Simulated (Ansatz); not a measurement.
BaCuSF in space group P4/nmm (No. 129; Ba on 2c, Cu on 2b, S on 2c, F on 2a), the program Ansatz at the r²SCAN level (PAW). The conduction-band minimum lies at Γ, with 1 equivalent valley. Second derivatives d²E/dk² of the lowest band at one valley (eV·Å²), along Cartesian directions:

| direction | d²E/dk² |
|---|---|
| [100] | 21.25 |
| [010] | 21.25 |
| [001] | 4.654 |
| [110] | 21.27 |
| [101] | 12.96 |
| [011] | 12.96 |

Task: Find the principal effective masses, the density-of-states mass and the conductivity mass.

Result: Off-diagonal terms follow from H_xy = H[110] − (H_xx + H_yy)/2, and m*/mₑ = 7.620 eV·Å² over each eigenvalue: 0.36, 0.36, 1.6. One valley's DOS mass (m₁m₂m₃)^(1/3) = 0.59, conductivity mass 3/(Σ 1/mᵢ) = 0.48 mₑ.

Task: What effective density of states Nc follows at 300 K for parabolic valleys?

Result: Nc = 2.509e19 × 1 × (0.59)^(3/2) ≈ 1.1e19 cm⁻³.

The workflow started from a Materials Project entry (that database holds measured and hypothetical structures alike); the Crystallography Open Database copy checked does not list it. Whether it is the stable phase at ambient conditions was not checked. The r²SCAN relaxation kept the symmetry of its start; whether a distortion lowers the energy is not shown. No spin polarisation was allowed. No Hubbard U is applied. Spin–orbit coupling is left out wherever it is not named.

Potentials: the later of the program's two PAW sets.

Edges and masses are those of Kohn–Sham bands, whose gap is no quasiparticle gap.
